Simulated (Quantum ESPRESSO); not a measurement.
# Kohn-Sham bands of Ge2Mo (I4/mmm)

```
Ge2Mo
1.0
    0.00000    -3.32019     0.00000
    3.32019     0.00000     0.00000
   -1.66010     1.66010     4.09319
Ge Mo
2 1
Direct
  0.66167   0.66167   0.32334
  0.33833   0.33833   0.67666
  0.00000   0.00000   0.00000
```

Materials Project entry mp-10201; symmetrised, unrelaxed at this level. Not found in the COD (Crystallography Open Database) copy used, which has the formula in other groups; not checked further. Level: PBEsol, spinors with spin-orbit coupling; pw.x of Quantum ESPRESSO at 64 Ry with PseudoDojo potentials, 6×6×6 k-points, Wannier90. Density: 10×10×10 mesh, cold smearing 0.01 Ry.

**Question.** List the Kohn-Sham levels between −8 and 3.0 eV relative to the Fermi level at the high-symmetry points, as a band run of pw.x on that density gives them (levels within 2 meV counted together).

**Answer.** 
```json
[
 {"point": "Γ", "k (reciprocal lattice)": "0.000 0.000 0.000", "levels (eV)": "-5.92 (×2), -4.64 (×2), -2.62 (×2), -2.37 (×2), -2.24 (×2), 0.42 (×2), 2.76 (×2)"},
 {"point": "X", "k (reciprocal lattice)": "-0.500 0.500 0.000", "levels (eV)": "-6.23 (×2), -5.98 (×2), -5.23 (×2), -3.95 (×2), -2.66 (×2), -1.06 (×2), 1.86 (×2), 2.09 (×2)"},
 {"point": "P", "k (reciprocal lattice)": "-0.500 0.500 0.250", "levels (eV)": "-6.72 (×2), -5.68 (×2), -5.65 (×2), -2.64 (×2), -1.86 (×2), -1.84 (×2), -0.15 (×2), 1.86 (×2)"},
 {"point": "N", "k (reciprocal lattice)": "0.000 0.500 0.000", "levels (eV)": "-4.72 (×2), -4.34 (×2), -2.28 (×2), -2.14 (×2), -0.12 (×2), 1.82 (×2), 2.81 (×2)"},
 {"point": "M", "k (reciprocal lattice)": "0.000 0.000 0.500", "levels (eV)": "-2.85 (×2), -1.52 (×2), -0.54 (×2), -0.50 (×2), -0.45 (×2), -0.25 (×2), 0.45 (×2)"},
 {"point": "S", "k (reciprocal lattice)": "0.000 0.418 0.291", "levels (eV)": "-6.50 (×2), -2.42 (×2), -2.24 (×2), -2.08 (×2), -0.07 (×2), 1.36 (×2)"},
 {"point": "S_0", "k (reciprocal lattice)": "0.000 0.582 -0.291", "levels (eV)": "-6.50 (×2), -2.42 (×2), -2.24 (×2), -2.08 (×2), -0.07 (×2), 1.36 (×2)"},
 {"point": "R", "k (reciprocal lattice)": "-0.418 0.582 -0.082", "levels (eV)": "-7.85 (×2), -5.11 (×2), -4.06 (×2), -3.97 (×2), -2.55 (×2), -1.60 (×2), 1.56 (×2), 1.91 (×2), 1.99 (×2)"},
 {"point": "G", "k (reciprocal lattice)": "-0.418 0.418 0.500", "levels (eV)": "-7.85 (×2), -5.11 (×2), -4.06 (×2), -3.97 (×2), -2.55 (×2), -1.60 (×2), 1.56 (×2), 1.91 (×2), 1.99 (×2)"}
]
```
